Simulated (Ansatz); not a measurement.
An Ansatz (an electronic-structure program) input:

Ansatz 0.2 input:
```yaml
crystal:
  lattice:
    - [4.1580910101, 0.0, 0.0]
    - [0.0, 4.1580910101, 0.0]
    - [0.0, 0.0, 4.1580910101]
  atoms:
    - { symbol: Ba, position: [0.0, 0.0, 0.0] }
    - { symbol: Hf, position: [0.5, 0.5, 0.5] }
    - { symbol: O, position: [0.0, 0.5, 0.5] }
    - { symbol: O, position: [0.5, 0.5, 0.0] }
    - { symbol: O, position: [0.5, 0.0, 0.5] }
kpoints:
  mp_grid: { grid: [6, 6, 6] }
basis: { xc_grid: 2 }
hamiltonian:
  xc: pbesol
  pseudopotentials: { azcp: { folder: ./paw }, kind: paw }
scf:
  occupations: { method: fixed }
output:
  optics: { e_range: [0.0, 15.0], de: 0.05, sigma: 0.1, bands: { spectra_wanted_up_to: 12 eV } }
```

Problem. How many symmetry operations and irreducible k-points will the run report?

Solution. 48 operations, 20 of 216 k-points.

Problem. With a cutoff of 420 eV, how many plane waves at Γ?

Solution. 1365.

It took about 70 core-seconds (a rough figure) on shared server cores.

Space group Pm-3m (cubic perovskite). The PBEsol relaxation kept the symmetry of its start. The run is not spin-polarised. Spin–orbit coupling is left out wherever it is not named.

Potentials: the earlier of the program's two PAW sets. The files were generated under PBE; for other functionals the program regenerates the frozen cores, and for LDA and PBEsol the local potential too.

Ansatz is a plane-wave DFT program.
